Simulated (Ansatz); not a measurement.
**SrSi2Ag2 (I4/mmm): electronic heat capacity and spin susceptibility from the density of states**

Theory: DFT PBEsol, scalar-relativistic, plane waves, PAW in Ansatz 0.2.0.

Settings: cutoff 420 eV, Γ-centred mesh 12×12×12 on the computed 5-atom cell, Gaussian smearing of 0.10 eV; no spin polarisation.

Relaxed cell: I4/mmm, a = 4.334 Å, b = 4.334 Å, c = 10.398 Å, α = 90.00°, β = 90.00°, γ = 90.00°, 5 atoms in the primitive cell. Whether it is the stable form of this composition wasn't checked.

The density of states at the Fermi level is 1.398 states/eV in the cell of 5 atoms (1 formula unit; both spins, tetrahedra on a 18×18×18 mesh).

Task: What Sommerfeld coefficient and Pauli susceptibility does this give?

Result: Per formula unit N(E_F) = 1.398 states/eV. γ = (π²/3) k_B² N(E_F) N_A = 2.357 mJ/(mol K²) per state/eV, so γ = 3.3 mJ/(mol K²), a mole of formula units. χ_P = μ_B² N(E_F) N_A = 3.23×10⁻⁵ emu/mol per state/eV gives 4.5×10⁻⁵ emu/mol. This is the bare band result: a measured γ of the same phase is as a rule larger by a factor 1 + λ from phonons and spin fluctuations, the spin part of χ is larger by the Stoner factor, and a measured χ also holds orbital and core terms. N(E_F) at one energy is sensitive to the mesh where the density of states has sharp peaks.

Cost: 1 run of about 2.2 core-minutes, on Arm Neoverse V2 (shared hosts).